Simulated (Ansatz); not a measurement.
Ga₂O₃ (beta-Ga2O3 type, space group C2/m)

```
Ga2O3
1.0
    6.22799    -1.54164     0.00000
    6.22799     1.54164     0.00000
   -1.39171     0.00000     5.71014
Ga O
4 6
Direct
  0.08990   0.08990   0.79472
  0.91010   0.91010   0.20528
  0.65849   0.65849   0.31418
  0.34151   0.34151   0.68582
  0.16348   0.16348   0.10915
  0.83652   0.83652   0.89085
  0.17370   0.17370   0.56434
  0.82630   0.82630   0.43566
  0.49601   0.49601   0.25670
  0.50399   0.50399   0.74330
```

Computed with PBE (plane waves to 420 eV, PAW, scalar-relativistic; Ansatz, a quantum-chemistry and plane-wave program). DFPT wavenumbers on a 10×10×6 k mesh, in cm⁻¹; i marks imaginary ones, q is in fractions of the reciprocal vectors of the cell shown, and the three acoustic modes at Γ are left out. The non-analytic (LO-TO) term is not included, so polar modes at Γ have their transverse values. Ga2O3 was relaxed with its symmetry unable to fall. The PAW data are Ansatz's earlier set.

Question: Does any mode at Γ come out imaginary?

Answer: No imaginary mode at these points (lowest 104 cm⁻¹ at Γ); other wave vectors were not tested.

Question: List the wavenumbers at Γ, with degeneracies.

Answer: 
| q | wavenumbers (cm⁻¹) |
|---|---|
| Γ | 104, 109, 134, 145, 157, 188, 192, 242, 262, 278, 297, 320, 327, 334, 378, 394, 421, 436, 444, 519, 577, 605, 609, 619, 638, 690, 709 |
